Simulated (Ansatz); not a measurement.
A plane-wave DFT run in Ansatz 0.2.0 (scalar-relativistic PAW potentials unless the input names others): input and command.

```yaml
crystal:
  lattice:
    - [-3.103273457, 0.0, 0.0]
    - [-1.5516367285, -2.6875136487, 0.0]
    - [1.5516367285, 0.8958378829, 12.1645109918]
  atoms:
    - { symbol: Ta, position: [0.3531512745, 0.3531512745, 0.3083038235] }
    - { symbol: Ta, position: [0.6177626162, 0.6177626162, 0.1021378486] }
    - { symbol: Ta, position: [0.1615161879, 0.1615161879, 0.7333985637] }
    - { symbol: Ta, position: [0.759758845, 0.759758845, 0.5281265351] }
    - { symbol: C, position: [0.461126952, 0.461126952, 0.6322308559] }
    - { symbol: C, position: [0.9830338858, 0.9830338858, 0.1979516575] }
    - { symbol: C, position: [0.0570025924, 0.0570025924, 0.4198577772] }
basis:
  ecutwfc: 420
kpoints:
  mp_grid: { grid: [14, 14, 4] }
hamiltonian:
  xc: lda
scf:
  occupations: { method: gaussian, width: 0.15 }
  initial_density: { chi_scale: 0.1 }
output:
  forces: true
  eigenvalues: true
  stress: true
```

```bash
ansatz run input.yaml --threads 2 --pin off --max-ram 5120MiB --backend cpu --events-out ev --progress --plain --runs-dir out
```

Abridged log:
```
Warning: crystal.symmetry: narrowed to the stabiliser of the k-point mesh — unitary ops 6 → 2; excluded 4 operations that carry a point of the 14×14×4 mesh (shift [0, 0, 0]) off the mesh (the run samples exactly the mesh kpoints.mp_grid names, as under crystal.symmetry.detect: false, and its converged state has the mesh's symmetry, not the crystal's; ε∞, the Born charges and the force constants of a linear response (`dielectric:` by the response, `phonons.method: dfpt`) are averaged over those of the crystal's operations that the state keeps within a tolerance, where `mesh_tensors`, `unaverage ...
Pseudopotentials: kind: paw
Pseudopotential: Ta, paw, valence charge 13, recommended cutoff 420 eV (normal)
Pseudopotential: C, paw, valence charge 4, recommended cutoff 420 eV (normal)
Functional definition: SPW92
Crystal: 7 atoms, lattice volume = 101.453 Å³
Basis set: ecut = 420 eV, 1967 PW (Γ)
Bands: 39, of which v1, the nominal top of the filled ones, is band 32 counted from 1 (31 counted from 0)
Symmetry: 2 space group operations
k-points: 219 of 784 (time reversal used)
Initial density: superposition of atomic densities (chi_scale 0.1, normalization cell, long waves kept whole (reshape's long-wave potential 1.38 eV rms))
Initial wavefunctions: pseudopotential atomic-orbital guess
Functional: x = slater, c = lda
SCF iter   1: F=—  HF=-39465.213712 eV  |F-HF|=—  |Δ(HF+E_count)|=         —  Δρ=8.97e-2  dr2=3.22e1  ethr=3.10e-3  ⟨swp⟩=6.5  Hψ=35152  notcnv=0
SCF iter   2: F=—  HF=-39490.667861 eV  |F-HF|=—  |Δ(HF+E_count)|=    2.55e1  Δρ=2.43e-1  dr2=5.75e2  ethr=3.10e-3  ⟨swp⟩=8.2  Hψ=36793  notcnv=0  defer=316  recentre
SCF iter   3: F=—  HF=-39461.960442 eV  |F-HF|=—  |Δ(HF+E_count)|=    2.87e1  Δρ=4.05e-2  dr2=8.12e0  ethr=3.10e-3  ⟨swp⟩=5.6  Hψ=28321  notcnv=0  defer=222
SCF iter   4: F=—  HF=-39461.227957 eV  |F-HF|=—  |Δ(HF+E_count)|=   7.32e-1  Δρ=1.20e-2  dr2=4.86e-1  ethr=3.10e-3  ⟨swp⟩=3.6  Hψ=16125  notcnv=0  defer=348
SCF iter   5: F=—  HF=-39461.158863 eV  |F-HF|=—  |Δ(HF+E_count)|=   6.91e-2  Δρ=3.01e-3  dr2=9.96e-3  ethr=7.60e-4  ⟨swp⟩=2.5  Hψ=13187  notcnv=0  defer=329
SCF iter   6: F=—  HF=-39461.158632 eV  |F-HF|=—  |Δ(HF+E_count)|=   2.31e-4  Δρ=1.12e-3  dr2=9.55e-3  ethr=1.56e-5  ⟨swp⟩=2.1  Hψ=14733  notcnv=0  defer=321
SCF iter   7: F=—  HF=-39461.158112 eV  |F-HF|=—  |Δ(HF+E_count)|=   5.20e-4  Δρ=3.23e-4  dr2=7.14e-4  ethr=1.49e-5  ⟨swp⟩=1.1  Hψ=8336  notcnv=0  defer=317
SCF iter   8: F=—  HF=-39461.158068 eV  |F-HF|=—  |Δ(HF+E_count)|=   4.35e-5  Δρ=8.88e-5  dr2=1.96e-5  ethr=1.12e-6  ⟨swp⟩=2.1  Hψ=10531  notcnv=0  defer=317
SCF iter   9: F=—  HF=-39461.158067 eV  |F-HF|=—  |Δ(HF+E_count)|=   1.18e-6  Δρ=3.42e-5  dr2=2.49e-6  ethr=3.07e-8  ⟨swp⟩=2.1  Hψ=12100  notcnv=0  defer=316
SCF iter  10: F=—  HF=-39461.158067 eV  |F-HF|=—  |Δ(HF+E_count)|=   6.79e-8  Δρ=7.92e-6  dr2=1.51e-7  ethr=3.89e-9  ⟨swp⟩=2.0  Hψ=11154  notcnv=0  defer=316
SCF iter  11: F=-39461.158067 eV  HF=-39461.158067 eV  |F-HF|=1.15e-8  |Δ(HF+E_count)|=   8.88e-9  Δρ=2.32e-6  dr2=1.65e-8  ethr=1.56e-10  ⟨swp⟩=15.6  Hψ=44664  notcnv=0
SCF 1 converged in 11 iterations: F = -39461.158067 eV  dr2 = 1.65e-8
SCF converged after 11 iterations
Free energy (F): -39461.158067 eV
Harris-Foulkes:  -39461.158067 eV  (|F-HF|=1.15e-8)
Internal energy: -39461.120430 eV  (E = F + TS)
E sigma→0 (E₀):  -39461.139248 eV
Entropy (-TS):   -0.037637 eV (-5.377 meV/atom)
Fermi energy:    15.338305 eV
--- Forces (eV/Å), atoms counted from 1 ---
  atom   1  Ta     0.00013297     0.00007677    -0.08366791
  atom   2  Ta    -0.00040252    -0.00023240     0.31598704
  atom   3  Ta    -0.00027366    -0.00015800    -0.52453079
  atom   4  Ta     0.00015172     0.00008760     0.03706536
  atom   5  C      0.00020911     0.00012073     0.79261047
  atom   6  C      0.00030217     0.00017446    -0.51637278
  atom   7  C     -0.00012024    -0.00006942    -0.02113478
--- Stress (GPa, compression-positive) ---
       -9.342310      -0.000651       0.000081
       -0.000651      -9.341558       0.000047
        0.000081       0.000047     -10.850403
  P = ⅓ Tr σ = -9.8448 GPa (-98.448 kbar)
```

Apart from outputs and empty bands, the input differs from a reference run on usual settings in scf.initial_density.chi_scale: not typed → 0.1; hamiltonian.xc: "pbesol" → "lda". The reference, at the same geometry (not necessarily relaxed), gave pressure -5.34 GPa, largest force 0.771 eV/Å, no gap on the mesh. This run converged in 11 SCF iterations (reference: 8) with a total energy on another zero, pressure -9.84 GPa, largest force 0.793 eV/Å, no gap on the mesh.

It took 33 s on 2 threads of INTEL(R) XEON(R) PLATINUM 8581C CPU @ 2.30GHz (Emerald Rapids), on a shared host, peak memory 0.83 GiB.